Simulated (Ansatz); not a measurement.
## KCl (Fm-3m), phonons: input and output

Computed with r²SCAN, PAW on Ansatz 0.2.0's default frozen-core files (fitted under PBE), scalar-relativistic; not a measurement.

The cell is the relaxed one with its volume scaled by 1.015.

Launched as:

```sh
ansatz run input.yaml --threads 1 --pin off --max-ram 3072MiB --backend cpu --events-out ev --progress --plain --runs-dir out
```

Input:

```yaml
crystal:
  lattice:
    - [0.0, 3.16212433728, 3.16212433728]
    - [3.16212433728, 0.0, 3.16212433728]
    - [3.16212433728, 3.16212433728, 0.0]
  atoms:
    - { symbol: K, position: [0.0, 0.0, 0.0] }
    - { symbol: Cl, position: [0.5, 0.5, 0.5] }
kpoints:
  mp_grid: { grid: [6, 6, 6] }
scf:
  occupations: { method: fixed }
hamiltonian:
  xc: r2scan
  pseudopotentials: { kind: paw }
phonons:
  qmesh: [2, 2, 2]
  qpath:
    path:
      - [0.0, 0.0, 0.0]
      - [0.5, 0.0, 0.5]
      - [0.625, 0.25, 0.625]
      - [0.375, 0.375, 0.75]
      - [0.0, 0.0, 0.0]
      - [0.5, 0.5, 0.5]
      - [0.5, 0.25, 0.75]
      - [0.5, 0.0, 0.5]
    npoints: 6
  temperatures: { t_min: 0, t_max: 1000, t_step: 100 }
```

The program printed:

```
Warning: RAYON_NUM_THREADS=1 ignored (pool sized by the plan → 1); use --threads N
Engine: ansatz 0.2.0, x86_64-unknown-linux-gnu
Pseudopotentials: kind: paw
Pseudopotential: K, paw, valence charge 9, recommended cutoff 500 eV (meta_gga), K.paw.azcp
Pseudopotential: Cl, paw, valence charge 7, recommended cutoff 500 eV (meta_gga), Cl.paw.azcp
Functional definition: r2SCAN
  parameter k0 = 0.174
  parameter k1 = 0.065
  parameter a1 = 4.9479
  exchange = r2scan_x(k0 = k0, k1 = k1, a1 = a1)
  correlation = r2scan_c
Crystal: 4 atoms, lattice volume = 126.473 Å³
Basis set: ecut = 500 eV, 3227 PW (Γ), FFT grids on a1, a2, −a1+a2+a3, exchange–correlation on 288×288×384 points (512 copies of the dense FFT grid, shifted against one another)
Bands: 20, of which v1, the nominal top of the filled ones, is band 16 counted from 1 (15 counted from 0)
Symmetry: 32 space group operations
k-points: 20 of 108
Non-local potential: K, projectors of the file, l = 0: 3, l = 1: 2, l = 2: 2
Non-local potential: Cl, projectors of the file, l = 0: 2, l = 1: 2, l = 2: 2
PAW form: soft (Blöchl's): semilocal exchange-correlation on the pseudo side does not see the compensation charge
[... 134 lines left out ...]
      ω (cm⁻¹)  modes    IR ((D/Å)²/amu)
        139.87      2             3.0574
        206.50      1             1.5287
  optical modes at Γ + LO–TO along q̂ = [0.0000, 0.0000, 1.0000]:
      ω (cm⁻¹)  modes    IR ((D/Å)²/amu)
        139.87      2             3.0574
        206.50      1             1.5287
--- Phonons (by wavevector): 3 wavevectors in 2 supercells ---
  supercell 1 (2 cells, vectors [1, 0, 0], [0, 1, -1], [0, 0, 2] in multiples of the cell's): 2 displaced members by 0.0025 Å; free energy -5260.944606 eV; taken off its force constants: by the sum rule 2.1e-4, by the ...
  symmetry images taken by strict's conditions (phonons.symmetry_images: auto; settled by no image being taken that strict refuses)
  supercell 2 (2 cells, vectors [1, 0, 0], [0, 1, 0], [0, 0, 2] in multiples of the cell's): 2 displaced members by 0.0025 Å; free energy -5260.944606 eV; taken off its force constants: by the sum rule 1.7e-4, by the ...
  symmetry images taken by strict's conditions (phonons.symmetry_images: auto; settled by no image being taken that strict refuses)
  q = [0.0000, 0.0000, 0.0000] (star 1, supercell 1; hermiticity 1.46e-51, symmetrization 2.65e-6): -0.00 0.00 0.00 139.87 139.87 139.87
  q = [0.0000, 0.0000, -0.5000] (star 4, supercell 2; hermiticity 9.50e-17, symmetrization 6.44e-16): 101.17 101.17 109.49 109.49 147.47 153.45
  q = [0.0000, -0.5000, -0.5000] (star 3, supercell 1; hermiticity 1.67e-16, symmetrization 6.05e-16): 59.34 59.34 108.37 143.12 143.12 147.29
  joined force constants: q→R imaginary residual 3.68e-17
  density of states and harmonic sums: on the 18×18×18 q-mesh, interpolated from the force constants of a 2×2×2 supercell (with the dipole–dipole term)
  largest difference from the sums on the solved wave vectors: F 8.02e-2 eV, S 1.13e-4 and C_V 3.22e-5 eV/K
```

The run converged.

### Harmonic thermodynamics

Harmonic phonons of a crystal by Kohn-Sham DFT at the given cell, standard atomic masses, acoustic sum rule imposed; negative wavenumbers are unstable modes; sums over wave vectors interpolated from the q mesh.

* Zero point energy: 21.29 meV/atom

```tsv
temperature (K)	phonon heat capacity (k_B/atom)	phonon entropy (k_B/atom)	phonon free energy (meV/atom)
100	2.381	2.004	14.58
200	2.824	3.836	-11.27
300	2.919	5.002	-49.66
400	2.954	5.848	-96.58
500	2.97	6.509	-149.9
600	2.979	7.051	-208.4
700	2.985	7.511	-271.2
800	2.988	7.91	-337.7
900	2.991	8.262	-407.4
1000	2.992	8.577	-480
```

### Field response

Linear response of an insulating crystal by Kohn-Sham DFT to a field and to zone-centre displacements, local fields included; Born charges neutralised; LO modes for wave vectors along x and z; Cartesian axes as in the input.

```json
{"Dielectric electronic (x, y, z)": "2.234, 2.234, 2.234", "Highest phonon with field along x": "206.5 cm⁻¹", "Highest phonon with field along z": "206.5 cm⁻¹", "Highest phonon without field": "139.9 cm⁻¹"}
```

```csv
atom,born charge xx (e),born charge yy (e),born charge zz (e)
K1,1.11,1.11,1.11
Cl2,-1.11,-1.11,-1.11
```

Phonons on the q mesh:

One row a degenerate set, branches counted upwards.

* Unstable phonons: no

```tsv
point	q a (r.l.u.)	q b (r.l.u.)	q c (r.l.u.)	branch	phonon wavenumber (cm⁻¹)	degeneracy
Gamma	0	0	0	4	139.9	3
L	0.5	0	0	1	101.2	2
L	0.5	0	0	3	109.5	2
L	0.5	0	0	5	147.5	1
L	0.5	0	0	6	153.4	1
X	0.5	0.5	0	1	59.3	2
X	0.5	0.5	0	3	108.4	1
X	0.5	0.5	0	4	143.1	2
X	0.5	0.5	0	6	147.3	1
```

Known limits: frozen-core PAW files fitted under PBE, their cores solved anew for the functional of the run; cell scaled away from its relaxed volume; coarse q mesh; no LO-TO term at the zone centre.

Time and hardware: 4.8 min on 1 thread of Intel(R) Xeon(R) Platinum 8259CL CPU @ 2.50GHz (Skylake/Cascade Lake), on a shared host, peak memory 2.8 GiB.
